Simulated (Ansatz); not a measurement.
WO₃:
```yaml
crystal:
  lattice:
    - [3.79963, 0.00000, 0.00000]
    - [0.00000, 3.79963, 0.00000]
    - [0.00000, 0.00000, 3.79963]
  atoms:
    - { symbol: W, position: [0.00000, 0.00000, 0.00000] }
    - { symbol: O, position: [0.00000, 0.00000, 0.50000] }
    - { symbol: O, position: [0.50000, 0.00000, 0.00000] }
    - { symbol: O, position: [0.00000, 0.50000, 0.00000] }
```

The program Ansatz at the PBEsol level (PAW) gives a gap of 0.59 eV without spin–orbit coupling, maximum at R, minimum at Γ.

What happens when spin–orbit coupling is switched on?

The gap falls by 0.19 eV, to 0.40 eV; maximum at R, minimum at Γ.

Give the electron effective mass with spin–orbit coupling, band 1 of 2 at the edge.

0.42 along [100], 0.29 along [110], 0.23 along [111] (mₑ).

Give the electron effective mass with spin–orbit coupling, band 2 of 2 at the edge.

0.14 along [100], 0.17 along [110], 0.19 along [111] (mₑ).

Space group Pm-3m (ReO3 type). The workflow started from a Materials Project entry (that database holds measured and hypothetical structures alike); the Crystallography Open Database copy checked does not list it. COD files the formula under space group No. 2, 14, 62, 129, 130, 191, so this cell is another polymorph or a model. Whether it is the stable phase at ambient conditions was not checked. The cell was relaxed with PBEsol under the symmetry of its start. At this level the phase is dynamically unstable (imaginary phonons). No spin polarisation was allowed. No Hubbard U is applied.

Potentials: the earlier of the program's two PAW sets.
